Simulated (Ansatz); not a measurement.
Starting cell, Bi (A7 type, space group R-3m):

```
Bi
1.0
    2.26027     1.30497     4.00943
   -2.26027     1.30497     4.00943
    0.00000    -2.60994     4.00943
Bi
2
Direct
  0.23371   0.23371   0.23371
  0.76629   0.76629   0.76629
```

In this cell atom 1 (Bi, nearest neighbour Bi at 3.068 Å; its periodic images, 4.5 Å or more away, move with it) is moved by s along Cartesian [111], unit vector (0.577, 0.577, 0.577); all other atoms and the cell stay fixed.

Level of theory: r2SCAN+rVV10 (plane waves to 500 eV, PAW, scalar-relativistic; Ansatz, a first-principles code). k mesh 10×10×10 (Γ-centred), Fermi-Dirac smearing 0.05 eV. E stands for the smeared free energy. With partly filled bands, energies and forces of such displacements shift with the k mesh and the smearing. Bi was relaxed with its symmetry unable to fall. Spin-orbit coupling is left out, though Bi is heavy. The zero of ΔE is the undisplaced structure. The last digit holds for this mesh only.

```
s (Å)   ΔE (meV/cell)
------  -------------
-0.610       withheld
-0.488          629.5
-0.366          322.0
-0.244          127.8
-0.122           27.8
0.000             0.0
0.122            20.6
0.244            60.6
0.366            92.8
0.488           125.0
0.610           180.4
```

Question: Fit a polynomial form (powers 2, 3, 4) to the given rows and predict ΔE at s = -0.610.

Answer: Least squares on the 10 given rows: ΔE = (1365)·s² + (-2148)·s³ + (1106)·s⁴, in meV/cell with s in Å; root-mean-square residual 8.37 meV/cell. At -0.610 the fit gives 1148.6 meV/cell; the calculation gives 1062.9 meV/cell, so the extrapolation is off by 85.7 (+8.1 %). The quadratic term alone would give 507.9 meV/cell.

(A displaced cell: forces are minus the slopes of the energy, force constants its curvatures, and phonons follow from these.)
